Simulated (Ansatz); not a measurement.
**Question.** Each is relaxed and computed with DFT-r²SCAN in the program Ansatz with PAW potentials. Which is the only metal?
A) SiGe, wurtzite
B) SiC, Pm-3n (Si on 6c, C on 6d)
C) Co2Si, Pnma (Co on 4c, Co on 4c, Si on 4c)
D) CoLi4Nb6O18, P3 (Pearson symbol hP29)

**Answer.** C, Co2Si, Pnma (Co on 4c, Co on 4c, Si on 4c). Co2Si: metal; SiC: gap 2.10 eV (indirect); SiGe: gap 0.66 eV (indirect); CoLi4Nb6O18: gap 1.53 eV (indirect). Spin orders computed, not proven ground states: Co2Si, Pnma (Co on 4c, Co on 4c, Si on 4c) ferromagnetic; CoLi4Nb6O18, P3 (Pearson symbol hP29) ferromagnetic. Typed or built starts, not in the databases checked: SiC, Pm-3n (Si on 6c, C on 6d); CoLi4Nb6O18, P3 (Pearson symbol hP29). Not the usual ambient phase: SiC, Pm-3n (Si on 6c, C on 6d). Standing as an ambient phase not checked: SiGe, wurtzite. All cells were relaxed under the symmetry of their starts (and spin orders); stability against distortions was not tested throughout. No Hubbard U is applied. Spin–orbit coupling is left out wherever it is not named.

Potentials: the later of the program's two PAW sets.
